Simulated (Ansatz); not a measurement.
Y3Si in space group Fm-3m (No. 225; Si on 4a, Y on 4b, Y on 8c), PBE (plane waves, PAW; program Ansatz), all energies at zero smearing, with the estimated change up to a 700 eV cutoff added, with one set of potentials and settings (totals compare only within such a set). Cell of 4 atoms (1 Si, 3 Y): -12181.890 eV.

| element | reference phase | E (eV/atom) |
|---|---|---|
| Si | Fd-3m, 2 atoms in the cell | -635.8096 |
| Y | P6_3/mmc, 2 atoms in the cell | -3848.6668 |

Formation energy per atom, worked out: (-12181.890 − 1×(-635.8096) − 3×(-3848.6668))/4 = -0.020 eV/atom (-2 kJ per mol of atoms), at 0 K, without zero-point energy or fitted corrections.

A made-up cell: these elements were put on the sites of a structure type; neither database checked (COD, Materials Project) lists it. Whether it is the stable phase at ambient conditions was not checked. The cell was relaxed with PBE under the symmetry of its start. At this level the phase is dynamically unstable (imaginary phonons). No spin polarisation was allowed. The references are the lowest solids computed at this level, not always the standard phases.

Potentials: the later of the program's two PAW sets.
